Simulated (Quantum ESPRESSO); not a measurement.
# Where does Si sit best among Ge sites?

These are calculations, not measurements. They come from pw.x of Quantum ESPRESSO 7.5, a plane-wave density functional program, with PseudoDojo standard norm-conserving files (v0.5 for PBE, v0.4.1 for LDA and PBEsol). The cells are made up: elements, strain and atom displacements were drawn at random, and nothing was relaxed. There is no spin polarisation, spin-orbit coupling or dispersion term.

The cell has 8 sites of a zincblende or diamond lattice. Sites 1 to 4 hold Si Si Ge Si; sites 5 to 8 hold X X X X. Cell vectors in Å: (5.583, 0.079, 0.049); (0.079, 5.573, 0.064); (0.049, 0.064, 5.620). Settings: PBE, cutoff 1061 eV, 6 x 6 x 6 k mesh shifted by half a step, Fermi-Dirac smearing of 0.1 eV.

In each run one of the sites marked X holds Si and the others hold Ge; cell and positions stay the same. E is the free energy of the cell.

| site of the guest | first shell | mean distance (Å) | E above the lowest (eV) | P (GPa) | force on the guest (eV/Å) |
| --- | --- | --- | --- | --- | --- |
| 5 | GeSi3 | 2.428 | 0.117 | 1.45 | 1.041 |
| 6 | GeSi3 | 2.424 | 0.099 | 1.40 | 2.148 |
| 7 | GeSi3 | 2.471 | 0.193 | 1.53 | 1.037 |
| 8 | GeSi3 | 2.377 | 0.000 | 1.29 | 2.091 |

A rerun of one of these cells at 1347 eV and k mesh 8 x 8 x 8 moved values by no more than 0.003 eV in the cell's energy, 0.02 GPa in stress and 0.003 eV/Å in force.

## Reading the table

Site 8 is lowest, by 0.099 eV, over three times the rerun's bound. A straight line of energy against the mean distance has a slope of 2.1 ± 0.2 eV/Å, so the guest costs less on the tighter sites. The positions are random and not relaxed, so the differences hold for this frozen cell and are not site preferences of a real crystal.